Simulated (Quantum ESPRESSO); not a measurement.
# Band energies of SiO2

```xyz
9
Lattice="4.9150 0.0000 0.0000 -2.4575 4.2565 0.0000 0.0000 0.0000 5.4313" Properties=species:S:1:pos:R:3 pbc="T T T"
O      0.3073     1.7596     4.2630
O      0.7800     3.6428     0.6421
O     -1.0873     3.1106     2.4525
O      1.3702     1.1459     1.1683
O      2.7648     2.4969     4.7892
O      3.2375     0.6137     2.9788
Si     1.3051     2.2606     0.0000
Si     2.3047     0.0000     1.8104
Si    -1.1523     1.9959     3.6209
```

PBEsol (Quantum ESPRESSO, PseudoDojo norm-conserving, 84 Ry, scalar-relativistic); path ΓMKΓALHA,LM,KH; energies in eV from the valence-band maximum.

```
k (1/Å)  point  band 20  band 21  band 22  band 23  band 24  band 25  band 26  band 27
-------  -----  -------  -------  -------  -------  -------  -------  -------  -------
0.00         Γ    -1.00    -1.00    -0.69    -0.31    -0.31     5.87     9.14     9.14
0.49              -1.10    -1.02    -0.82    -0.24    -0.09     7.29     9.16     9.27
0.74         M    -1.10    -1.03    -0.77    -0.27    -0.04     8.11     8.86     9.53
1.16         K    -1.22    -1.22    -0.43    -0.43     0.00     8.77     8.77     9.27
1.51              -1.32    -0.97    -0.78    -0.26    -0.07     7.38     9.21     9.34
2.02         Γ    -1.00    -1.00    -0.69    -0.31    -0.31     5.87     9.14     9.14
2.59         A    -1.53    -1.20    -0.22    -0.22    -0.09     7.81     7.81     8.88
2.96              -1.30    -1.08    -0.45    -0.42    -0.15     8.19     8.33     9.20
3.33         L    -1.15    -0.88    -0.84    -0.60    -0.18     8.74     9.22     9.51
3.55              -1.07    -0.87    -0.83    -0.62    -0.32     8.77     9.38     9.60
3.76         H    -0.94    -0.94    -0.76    -0.58    -0.58     8.83     9.62     9.62
3.90              -1.01    -0.92    -0.75    -0.59    -0.45     8.76     9.38     9.62
4.33              -1.36    -1.12    -0.39    -0.30    -0.15     8.05     8.12     9.08
4.61         A    -1.53    -1.20    -0.22    -0.22    -0.09     7.81     7.81     8.88
4.61         L    -1.15    -0.88    -0.84    -0.60    -0.18     8.74     9.22     9.51
4.90              -1.16    -0.96    -0.72    -0.45    -0.11     8.39     8.94     9.40
5.19         M    -1.10    -1.03    -0.77    -0.27    -0.04     8.11     8.86     9.53
5.19         K    -1.22    -1.22    -0.43    -0.43     0.00     8.77     8.77     9.27
5.77         H    -0.94    -0.94    -0.76    -0.58    -0.58     8.83     9.62     9.62
```

The PBEsol gap is indirect, 5.87 eV, from K to Γ; the smallest direct gap is 6.17 eV.

Geometry of the Materials Project entry, not relaxed at this level.
